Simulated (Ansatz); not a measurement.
PbSe (zinc blende, F-43m), PBE (plane waves, PAW; program Ansatz), all energies at zero smearing, with the estimated change up to a 700 eV cutoff added, with one set of potentials and settings (totals compare only within such a set). Cell of 2 atoms (1 Se, 1 Pb): -17376.263 eV.

```tsv
element	reference phase	E (eV/atom)
Se	P3_121, 3 atoms in the cell	-5469.0798
Pb	Fm-3m, 1 atoms in the cell	-11906.4191
```

Formation energy per atom, worked out: (-17376.263 − 1×(-5469.0798) − 1×(-11906.4191))/2 = -0.382 eV/atom (-37 kJ per mol of atoms), at 0 K, without zero-point energy or fitted corrections.

A made-up cell: these elements were put on the sites of a structure type; neither database checked (COD, Materials Project) lists it. It is not the phase usual at ambient conditions (space group No. 225). Symmetry was held in the PBE relaxation. At this level the phase is mechanically unstable. The references are the lowest solids computed at this level, not always the standard phases. Spin–orbit coupling is left out wherever it is not named.

Potentials: the later of the program's two PAW sets.
